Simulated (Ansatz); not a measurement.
GaN (rock salt), conventional cell a = 4.2195 Å, b = 4.2195 Å, c = 4.2195 Å, α = 90.00°, β = 90.00°, γ = 90.00°. The calculation uses the primitive cell of 2 atoms, to which meshes and values per cell refer.

The relaxed cell is deformed in two ways at once: its volume V is scaled, and at that volume it is stretched along z (the c axis of the conventional cell) so that c/a changes. Fractional atomic positions are held.

Calculation: PBEsol (plane waves to 420 eV, PAW, scalar-relativistic; Ansatz, a program for electronic structure). k mesh 13×13×13 (Γ-centred), Fermi-Dirac smearing 0.05 eV. The energy includes the smearing's −TS. GaN was relaxed with its symmetry unable to fall. This is one of several known forms of GaN; the measured ambient cells at hand have space group No. 186 or 216. The zero of ΔE is the relaxed starting cell.

Q: Give the computed ΔE (eV/atom) at all points of the grid V/V₀ = 0.920, 0.947, 0.973, 1.000, 1.027, 1.053, 1.080 by (c/a)/(c/a)₀ = 0.960, 0.973, 0.987, 1.000, 1.013, 1.027, 1.040.

A: ΔE (eV/atom), with V/V₀ across and (c/a)/(c/a)₀ down:

```tsv
(c/a)/(c/a)₀ \ V/V₀	0.920	0.947	0.973	1.000	1.027	1.053	1.080
0.960	0.0606	0.0300	0.0125	0.0063	0.0100	0.0220	0.0412
0.973	0.0551	0.0251	0.0083	0.0027	0.0069	0.0194	0.0391
0.987	0.0519	0.0223	0.0059	0.0007	0.0052	0.0180	0.0379
1.000	0.0508	0.0214	0.0051	0.0000	0.0046	0.0175	0.0375
1.013	0.0518	0.0223	0.0059	0.0006	0.0051	0.0180	0.0379
1.027	0.0548	0.0249	0.0080	0.0025	0.0067	0.0193	0.0390
1.040	0.0595	0.0290	0.0116	0.0056	0.0093	0.0214	0.0407
```

(Under strain, the slope of the energy per volume gives the stress and its curvature an elastic modulus.)
